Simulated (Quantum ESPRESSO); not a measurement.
# Hf3GaO7F: input and log of a self-consistent run

Computed values, not a measurement. The program is pw.x of Quantum ESPRESSO 7.5 (plane-wave density functional theory). The cell is made up: 12 atoms on a fluorite lattice, with randomly drawn elements, strain and displacements, not relaxed. PseudoDojo standard norm-conserving files (v0.5 for PBE, v0.4.1 for LDA and PBEsol) set the functional; there is no spin polarisation, spin-orbit coupling or dispersion term, and the masses in the input are unused placeholders.

The hafnium pseudopotential is less sure than the others, with forces about 3 percent (worst 6) and pressure in oxides about 1.5 GPa (worst 2.7) from a second method in checks, which no rerun with the same files tests.

Input:

```
&control calculation='scf', pseudo_dir='./dojo.nc.sr.pbe.v0_5.standard.upf', outdir='./o', disk_io='medium', tprnfor=.true., tstress=.true. /
&system ibrav=0, nat=12, ntyp=4, nbnd=55, ecutwfc=84.00895049, nosym=.true., tot_charge=0,
 occupations='smearing', smearing='fd', degauss=0.0018374661
/
&electrons conv_thr=7.350e-09, electron_maxstep=60, /
ATOMIC_SPECIES
F 1.0 F.upf
Ga 1.0 Ga.upf
Hf 1.0 Hf.upf
O 1.0 O.upf
CELL_PARAMETERS angstrom
5.1391 0.0 0.0
0.0 5.1391 0.0
0.0 0.0 5.1391
ATOMIC_POSITIONS angstrom
Hf 0.0014 0.0 -0.0519
Hf 0.0247 2.5347 2.5876
Hf 2.5336 0.0696 2.5698
Ga 2.6194 2.5343 0.0171
O 1.3284 1.3311 1.3151
O 1.2577 1.3209 3.8236
O 1.2506 3.8006 1.2462
O 1.2827 3.8298 3.8519
O 3.9719 1.2836 1.2952
O 3.892 1.2465 3.7947
F 3.8083 3.9319 1.2999
O 3.8182 3.8717 3.8093
K_POINTS automatic
4 4 4 1 1 1
```

The log is shortened where brackets say so; the opening notice, blank lines, dates and the lines on written files are dropped, and the path of the files is cut. It prints rydbergs, bohrs and kilobars, and counts compression as positive stress. With no partly filled state, the Fermi energy that it prints is only some level between the filled and the empty states on the mesh, and need not lie in the true gap.

```
     Program PWSCF v.7.5
     Parallel version (MPI & OpenMP), running on       1 processor cores
     Number of MPI processes:                 1
     Threads/MPI process:                     1
     [start-up lines left out]
     bravais-lattice index     =            0
     lattice parameter (alat)  =       9.7115  a.u.
     unit-cell volume          =     915.9206 (a.u.)^3
     number of atoms/cell      =           12
     number of atomic types    =            4
     number of electrons       =        98.00
     number of Kohn-Sham states=           55
     kinetic-energy cutoff     =      84.0090  Ry
     charge density cutoff     =     336.0358  Ry
     scf convergence threshold =      7.3E-09
     mixing beta               =       0.7000
     number of iterations used =            8  plain     mixing
     Exchange-correlation= PBE
                           (   1   4   3   4   0   0   0)
     [axes and pseudopotential details left out]
   Cartesian axes
     site n.     atom                  positions (alat units)
         1        Hf     tau(   1) = (   0.0002724   0.0000000  -0.0100990  )
         2        Hf     tau(   2) = (   0.0048063   0.4932187   0.5035123  )
         3        Hf     tau(   3) = (   0.4930046   0.0135432   0.5000486  )
         4        Ga     tau(   4) = (   0.5097001   0.4931408   0.0033274  )
         5        O      tau(   5) = (   0.2584888   0.2590142   0.2559008  )
         6        O      tau(   6) = (   0.2447316   0.2570294   0.7440213  )
         7        O      tau(   7) = (   0.2433500   0.7395458   0.2424938  )
         8        O      tau(   8) = (   0.2495962   0.7452278   0.7495281  )
         9        O      tau(   9) = (   0.7728785   0.2497714   0.2520286  )
        10        O      tau(  10) = (   0.7573311   0.2425522   0.7383978  )
        11        F      tau(  11) = (   0.7410442   0.7650951   0.2529431  )
        12        O      tau(  12) = (   0.7429706   0.7533809   0.7412387  )
     number of k points=    32  Fermi-Dirac smearing, width (Ry)=  0.0018
                       cart. coord. in units 2pi/alat
        k(    1) = (   0.1250000   0.1250000   0.1250000), wk =   0.0625000
        k(    2) = (   0.1250000   0.1250000   0.3750000), wk =   0.0625000
     [further k points left out]
     Dense  grid:    95193 G-vectors     FFT dimensions: (  60,  60,  60)
     Estimated max dynamical RAM per process >     167.59 MB
     Initial potential from superposition of free atoms
     starting charge      97.9917, renormalised to      98.0000
     Starting wfcs are   71 randomized atomic wfcs
     total cpu time spent up to now is       22.3 secs
     per-process dynamical memory:    92.7 Mb
     Self-consistent Calculation
     iteration #  1     ecut=    84.01 Ry     beta= 0.70
     Davidson diagonalization with overlap
     ethr =  1.00E-02,  avg # of iterations =  2.0
     total cpu time spent up to now is       58.7 secs
     total energy              =    -771.48197053 Ry
     estimated scf accuracy    <       4.15184655 Ry
     iteration #  2     ecut=    84.01 Ry     beta= 0.70
     Davidson diagonalization with overlap
     ethr =  4.24E-03,  avg # of iterations =  4.9
     total cpu time spent up to now is      114.3 secs
     total energy              =    -771.67214310 Ry
     estimated scf accuracy    <       8.66770987 Ry
     iteration #  3     ecut=    84.01 Ry     beta= 0.70
     Davidson diagonalization with overlap
     ethr =  4.24E-03,  avg # of iterations =  3.4
     total cpu time spent up to now is      161.0 secs
     total energy              =    -773.45984682 Ry
     estimated scf accuracy    <       0.15685340 Ry
     iteration #  4     ecut=    84.01 Ry     beta= 0.70
     Davidson diagonalization with overlap
     ethr =  1.60E-04,  avg # of iterations =  4.6
     total cpu time spent up to now is      235.0 secs
     total energy              =    -773.51883877 Ry
     estimated scf accuracy    <       0.09575427 Ry
     iteration #  5     ecut=    84.01 Ry     beta= 0.70
     Davidson diagonalization with overlap
     ethr =  9.77E-05,  avg # of iterations =  2.1
     total cpu time spent up to now is      277.5 secs
     total energy              =    -773.52252590 Ry
     estimated scf accuracy    <       0.01792975 Ry
     [iterations 6 to 10 left out]
     iteration # 11     ecut=    84.01 Ry     beta= 0.70
     Davidson diagonalization with overlap
     ethr =  2.20E-08,  avg # of iterations =  2.2
     total cpu time spent up to now is      488.7 secs
     total energy              =    -773.52944551 Ry
     estimated scf accuracy    <       0.00000287 Ry
     iteration # 12     ecut=    84.01 Ry     beta= 0.70
     Davidson diagonalization with overlap
     ethr =  2.93E-09,  avg # of iterations =  4.4
     total cpu time spent up to now is      522.3 secs
     total energy              =    -773.52944678 Ry
     estimated scf accuracy    <       0.00000069 Ry
     iteration # 13     ecut=    84.01 Ry     beta= 0.70
     Davidson diagonalization with overlap
     ethr =  7.05E-10,  avg # of iterations =  2.0
     total cpu time spent up to now is      547.4 secs
     total energy              =    -773.52944686 Ry
     estimated scf accuracy    <       0.00000004 Ry
     iteration # 14     ecut=    84.01 Ry     beta= 0.70
     Davidson diagonalization with overlap
     ethr =  3.74E-11,  avg # of iterations =  4.8
     total cpu time spent up to now is      582.9 secs
     total energy              =    -773.52944688 Ry
     estimated scf accuracy    <          8.8E-09 Ry
     iteration # 15     ecut=    84.01 Ry     beta= 0.70
     Davidson diagonalization with overlap
     ethr =  8.96E-12,  avg # of iterations =  2.0
     total cpu time spent up to now is      608.9 secs
     End of self-consistent calculation
          k = 0.1250 0.1250 0.1250 ( 11882 PWs)   bands (ev):
   -50.7982 -50.7145 -50.4649 -19.6663 -19.4175 -19.3928 -19.3876 -19.2617
   -19.2305 -19.1628 -19.0483 -19.0263 -13.6442  -7.1726  -6.0534  -5.9193
    -5.8387  -5.7316  -5.5837  -4.8628  -3.3648  -3.3584  -3.3180  -3.2108
    -3.1978   3.1629   3.7764   3.8423   5.1026   5.7589   5.7915   6.5560
     6.6139   6.7664   7.0084   7.0566   7.5470   8.3120   8.5700   8.6956
     9.3278   9.5306   9.7145   9.8743  10.0404  10.1331  10.5532  10.6172
    10.7921  12.0636  14.6784  14.9484  15.2479  15.3506  15.7040
     [levels at the other k points left out]
     the Fermi energy is    11.4871 ev
!    total energy              =    -773.52944687 Ry
     estimated scf accuracy    <          4.4E-09 Ry
     smearing contrib. (-TS)   =      -0.00000000 Ry
     internal energy E=F+TS    =    -773.52944687 Ry
     The total energy is F=E-TS. E is the sum of the following terms:
     one-electron contribution =    -164.55466240 Ry
     hartree contribution      =     146.52195828 Ry
     xc contribution           =    -197.33475164 Ry
     ewald contribution        =    -558.16199112 Ry
     convergence has been achieved in  15 iterations
     Forces acting on atoms (cartesian axes, Ry/au):
     atom    1 type  3   force =     0.06411582    0.02667157   -0.05451253
     atom    2 type  3   force =     0.06030919   -0.01688540    0.04454355
     atom    3 type  3   force =    -0.05739802    0.02221891    0.05434122
     atom    4 type  2   force =    -0.05861731   -0.02028194   -0.04109979
     atom    5 type  4   force =     0.02790151   -0.03127272   -0.02463997
     atom    6 type  4   force =     0.00642892   -0.03543070    0.01442465
     atom    7 type  4   force =    -0.00104034    0.03332374    0.00475971
     atom    8 type  4   force =    -0.00479334    0.03284750   -0.01068124
     atom    9 type  4   force =    -0.03576294    0.01267068   -0.02682732
     atom   10 type  4   force =    -0.02521710    0.00667575    0.02092475
     atom   11 type  1   force =     0.00846398   -0.01272567   -0.01110511
     atom   12 type  4   force =     0.01560962   -0.01781172    0.02987206
     Total force =     0.193091     Total SCF correction =     0.000123
     Computing stress (Cartesian axis) and pressure
          total   stress  (Ry/bohr**3)                   (kbar)     P=      -82.43
  -0.00057914  -0.00003138   0.00003024          -85.20       -4.62        4.45
  -0.00003138  -0.00055082   0.00004558           -4.62      -81.03        6.71
   0.00003024   0.00004558  -0.00055107            4.45        6.71      -81.07
     init_run     :     20.83s CPU     22.09s WALL (       1 calls)
     electrons    :    569.86s CPU    586.64s WALL (       1 calls)
     forces       :      5.82s CPU      5.87s WALL (       1 calls)
     stress       :     23.18s CPU     24.12s WALL (       1 calls)
     [timing details left out]
     PWSCF        :  10m20.01s CPU  10m39.44s WALL
     JOB DONE.
```

In other units: free energy -10524.404 eV for the cell, pressure -8.24 GPa, largest force component 1.648 eV/Å. A rerun of this cell at a cutoff of 1437 eV and k mesh 6 x 6 x 6 moved values by no more than 0.002 eV in energy, 0.04 GPa in stress and 0.004 eV/Å in force.